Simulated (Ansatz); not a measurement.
This FeCo₅ structure is the end of a relaxation. The cell was found from a structure generator's guess, not taken from experiment.

Method: Ansatz 0.2.0, DFT PBE, scalar-relativistic, plane waves, PAW. Cutoff 420 eV, Γ-centred mesh, Gaussian smearing, collinear spin.

```
Fe Co
1.0
     2.49414    0.00000    0.00000
     0.00000    2.49414    0.00000
     0.00000    0.00000   10.67625
Fe Co
1 5
Direct
  0.50000 0.50000 0.00000
  0.00000 0.00000 0.82710
  0.50000 0.50000 0.66574
  0.00000 0.00000 0.50000
  0.50000 0.50000 0.33426
  0.00000 0.00000 0.17290
```

Energies over the elements count from the elements' standard structures at the same level, with no fitted energy shifts.

Task: What space group does it have?

Result: P4/mmm (No. 123), with Fe and Co ordered on fcc sites. Conventional cell: a = 2.494 Å, c = 10.676 Å. Around Fe lie 4 Fe at 2.49 Å and 8 Co at 2.55 Å; Co on a site of symmetry 4mm is surrounded by 8 Co at 2.47–2.49 Å and 4 Fe at 2.55 Å; Co on a second site of symmetry 4mm has 12 Co at 2.47–2.50 Å; Co on a site of symmetry 4/mmm is surrounded by 12 Co at 2.49–2.50 Å.

Task: How far does it lie from the elements in energy?

Result: +0.02 eV/atom. The formation energy is too near zero to say whether this cell lies below the elements.

Task: Is it a metal?

Result: Yes, bands cross the Fermi level on the 14×14×4 mesh.

Task: Which magnetic moments does it keep?

Result: 1.80 μB per atom net, the space between the atoms included; by site: Fe 2.6; Co 1.7 (×4), 1.8 μB.

The last run used collinear spin, a 14×14×4 mesh (in the run's order of axes) for its 6-atom cell and Gaussian smearing of 0.10 eV. The k mesh leaves some 4 meV/atom of noise in the energy of each metallic cell. Another magnetic order may lie lower. A later test with randomly moved atoms came back to the same energy, though modes that don't fit the test's cell weren't probed.
